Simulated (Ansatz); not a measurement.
Nb (hcp (Mg type), P6_3/mmc), a = b = 2.832 Å, c = 5.191 Å, α = β = 90.00°, γ = 120.00°.

Relaxed with PBEsol.

Question: Which orbitals make up the states near the Fermi level in the program Ansatz at the PBEsol level (PAW)?

Answer: Within 0.5 eV of the Fermi level: Nb 4d 88 %, Nb 5s 7 %. Projections are on Löwdin-orthogonalised atomic valence shells; empty p or d shells of many metals are not among them.

Question: Tabulate the density of states.

Answer: States/eV per cell of 2 atoms, in 0.25 eV bins, energy from the Fermi level.

| E (eV) | total | Nb 4d | Nb 5s | Nb 4p |
|---|---|---|---|---|
| -6.45 | 0.00 | 0.00 | 0.00 | 0.00 |
| -6.20 | 0.03 | 0.00 | 0.02 | 0.00 |
| -5.95 | 0.08 | 0.00 | 0.06 | 0.00 |
| -5.70 | 0.11 | 0.00 | 0.09 | 0.00 |
| -5.45 | 0.14 | 0.00 | 0.11 | 0.00 |
| -5.20 | 0.18 | 0.01 | 0.14 | 0.01 |
| -4.95 | 0.21 | 0.01 | 0.17 | 0.01 |
| -4.70 | 0.26 | 0.02 | 0.20 | 0.01 |
| -4.45 | 0.32 | 0.04 | 0.24 | 0.01 |
| -4.20 | 0.43 | 0.10 | 0.28 | 0.02 |
| -3.95 | 1.38 | 0.86 | 0.43 | 0.02 |
| -3.70 | 2.37 | 1.72 | 0.54 | 0.04 |
| -3.45 | 2.40 | 1.86 | 0.44 | 0.04 |
| -3.20 | 2.57 | 2.10 | 0.37 | 0.05 |
| -2.95 | 2.75 | 2.39 | 0.27 | 0.05 |
| -2.70 | 2.11 | 1.82 | 0.22 | 0.04 |
| -2.45 | 2.49 | 2.25 | 0.17 | 0.04 |
| -2.20 | 2.42 | 2.26 | 0.11 | 0.04 |
| -1.95 | 2.42 | 2.28 | 0.08 | 0.04 |
| -1.70 | 2.28 | 2.14 | 0.07 | 0.04 |
| -1.45 | 2.98 | 2.78 | 0.11 | 0.05 |
| -1.20 | 2.17 | 2.00 | 0.10 | 0.04 |
| -0.95 | 1.60 | 1.45 | 0.09 | 0.02 |
| -0.70 | 1.97 | 1.81 | 0.09 | 0.03 |
| -0.45 | 2.79 | 2.54 | 0.14 | 0.04 |
| -0.20 | 2.73 | 2.43 | 0.18 | 0.04 |
| 0.05 | 2.82 | 2.47 | 0.22 | 0.04 |
| 0.30 | 2.48 | 2.12 | 0.22 | 0.03 |
| 0.55 | 2.11 | 1.79 | 0.19 | 0.03 |
| 0.80 | 2.27 | 2.00 | 0.15 | 0.02 |
| 1.05 | 2.36 | 2.12 | 0.13 | 0.02 |
| 1.30 | 2.32 | 2.09 | 0.11 | 0.01 |
| 1.55 | 2.51 | 2.31 | 0.10 | 0.01 |
| 1.80 | 1.96 | 1.78 | 0.08 | 0.01 |
| 2.05 | 1.73 | 1.56 | 0.07 | 0.01 |
| 2.30 | 1.87 | 1.70 | 0.06 | 0.01 |
| 2.55 | 1.66 | 1.54 | 0.05 | 0.00 |
| 2.80 | 1.52 | 1.42 | 0.05 | 0.00 |
| 3.05 | 1.90 | 1.79 | 0.07 | 0.00 |
| 3.30 | 2.19 | 2.06 | 0.09 | 0.00 |
| 3.55 | 1.84 | 1.72 | 0.08 | 0.00 |
| 3.80 | 2.07 | 1.90 | 0.11 | 0.00 |
| 4.05 | 2.08 | 1.92 | 0.11 | 0.00 |
| 4.30 | 2.57 | 2.38 | 0.13 | 0.00 |
| 4.55 | 3.02 | 2.78 | 0.15 | 0.00 |
| 4.80 | 2.04 | 1.78 | 0.16 | 0.00 |

The start of the workflow was typed in or built on a structure type; the Crystallography Open Database copy checked does not list it. It is not the phase usual at ambient conditions (space group No. 229). The cell was relaxed with PBEsol under the symmetry of its start; its stability against distortions is not shown here. The run is not spin-polarised. Axis ratios of metals converge slowly with the k-mesh, so a and c are less sure than the volume. Scalar-relativistic: spin–orbit coupling is off unless named, which matters more the heavier the elements.

Potentials: the earlier of the program's two PAW sets. The files were generated under PBE; for other functionals the program regenerates the frozen cores, and for LDA and PBEsol the local potential too.
